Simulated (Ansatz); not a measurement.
YTe$_{3}$:
Space group Cmcm (No. 63); a = 4.3251 Å, b = 26.2747 Å, c = 4.3397 Å, α = β = γ = 90.00°

```json
[
 {"atom": "Y", "site": "4c", "symmetry": "m2m", "x": "0.0000", "y": "0.1715", "z": "0.2500"},
 {"atom": "Te", "site": "4c", "symmetry": "m2m", "x": "0.0000", "y": "0.0752", "z": "0.7500"},
 {"atom": "Te", "site": "4c", "symmetry": "m2m", "x": "0.0000", "y": "0.5751", "z": "0.2500"},
 {"atom": "Te", "site": "4c", "symmetry": "m2m", "x": "0.0000", "y": "0.2935", "z": "0.2500"}
]
```
(The calculation used a cell of 8 atoms; values per cell refer to that cell.)

Relaxed with r²SCAN.

Q: Which orbitals make up the states near the Fermi level in r²SCAN in the plane-wave PAW code Ansatz?

A: Within 0.5 eV of the Fermi level: Te 5p 85 %, Y 4d 7 %. Projections are on Löwdin-orthogonalised atomic valence shells; empty p or d shells of many metals are not among them.

Q: Tabulate the density of states.

A: States/eV per cell of 8 atoms, in 0.25 eV bins, energy from the Fermi level.

```csv
E (eV),total,Te 5p,Y 4d,Y 5s
-7.85,0.00,0.00,0.00,0.00
-7.60,0.00,0.00,0.00,0.00
-7.35,0.00,0.00,0.00,0.00
-7.10,0.00,0.00,0.00,0.00
-6.85,0.00,0.00,0.00,0.00
-6.60,0.00,0.00,0.00,0.00
-6.35,0.27,0.25,0.01,0.01
-6.10,0.93,0.85,0.04,0.02
-5.85,1.63,1.51,0.05,0.02
-5.60,1.75,1.60,0.06,0.02
-5.35,1.83,1.67,0.07,0.02
-5.10,1.89,1.71,0.07,0.02
-4.85,2.59,2.32,0.11,0.04
-4.60,4.10,3.55,0.20,0.18
-4.35,5.40,4.53,0.33,0.32
-4.10,4.59,3.80,0.31,0.26
-3.85,8.01,6.56,0.73,0.39
-3.60,4.48,3.71,0.39,0.15
-3.35,4.55,3.79,0.39,0.11
-3.10,5.55,4.64,0.50,0.11
-2.85,5.90,4.93,0.60,0.10
-2.60,5.57,4.64,0.58,0.06
-2.35,7.72,6.30,0.97,0.08
-2.10,8.02,6.46,1.20,0.07
-1.85,6.85,5.45,1.06,0.06
-1.60,8.91,6.95,1.61,0.04
-1.35,8.10,6.29,1.53,0.03
-1.10,6.80,5.30,1.19,0.02
-0.85,4.87,3.82,0.78,0.03
-0.60,4.23,3.54,0.43,0.05
-0.35,3.80,3.24,0.34,0.03
-0.10,1.72,1.48,0.09,0.00
0.15,1.51,1.29,0.07,0.00
0.40,1.43,1.22,0.06,0.00
0.65,1.41,1.20,0.07,0.00
0.90,1.42,1.19,0.08,0.00
1.15,1.45,1.20,0.11,0.00
1.40,1.54,1.22,0.17,0.01
1.65,1.84,1.33,0.33,0.01
1.90,2.60,1.48,0.85,0.02
2.15,4.02,1.73,1.85,0.05
2.40,8.58,2.13,5.58,0.13
2.65,10.79,2.10,7.40,0.16
2.90,10.50,2.23,6.72,0.27
3.15,9.07,2.10,5.76,0.31
3.40,11.55,2.29,7.28,0.81
3.65,8.71,1.88,5.30,0.49
3.90,7.96,2.03,4.29,0.45
4.15,7.77,2.07,3.63,0.62
4.40,5.78,1.69,2.38,0.44
4.65,7.56,2.27,3.05,0.63
```

The first step of the workflow began from a Materials Project structure, measured or hypothetical; the Crystallography Open Database copy checked does not list it. Whether it is the stable phase at ambient conditions was not checked. The r²SCAN relaxation kept the symmetry of its start; its stability against distortions is not shown here. The run is not spin-polarised. A crystal of weakly bound layers computed without a dispersion correction: the cell and the soft elastic constants depend strongly on that. Spin–orbit coupling is left out wherever it is not named.

Potentials: the later of the program's two PAW sets.
